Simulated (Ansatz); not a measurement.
SiC (zinc blende)

```yaml
crystal:
  lattice:
    - [0.00000, 2.18986, 2.18986]
    - [2.18986, 0.00000, 2.18986]
    - [2.18986, 2.18986, 0.00000]
  atoms:
    - { symbol: C, position: [0.75000, 0.75000, 0.75000] }
    - { symbol: Si, position: [0.00000, 0.00000, 0.00000] }
```

A phonon eigenvector at Γ is frozen into this cell: atom i moves by Q times the vector below, so Q is the largest atomic displacement, in Å. The cell is held. It is one choice among 3 degenerate patterns.

```json
[
 {"atom": "C1", "x": "0.000", "y": "0.000", "z": "-1.000"},
 {"atom": "Si2", "x": "0.000", "y": "0.000", "z": "0.428"}
]
```

The numbers are results of PBE (plane waves to 420 eV, PAW, scalar-relativistic; Ansatz, a quantum-chemistry and plane-wave program), not measurements. k mesh 13×13×13 (Γ-centred), Fermi-Dirac smearing 0.05 eV. SiC was relaxed with its symmetry unable to fall. The PAW data are Ansatz's earlier set. 

```
Q (Å)   −dE/dQ from forces (eV/Å)
------  -------------------------
-0.280                      8.554
-0.233                      7.630
-0.187                      6.443
-0.140                      5.034
-0.093                      3.454
-0.047                      1.757
0.000                       0.000
0.047                      -1.757
0.093                      -3.454
0.140                      -5.034
0.187                      -6.444
0.233                      -7.630
0.280                      -8.554
```

**Question.** What harmonic wavenumber does the curvature at Q = 0 give?

**Answer.** 775 cm⁻¹. E″ = 37.86 eV/Å², M = Σ mᵢ|uᵢ|² = 17.1 u, ν̃ = 521.5·√(|E″|/M).

(For displaced atoms, the force is minus the slope of the energy, and its curvature is a force constant, which sets phonon frequencies.)
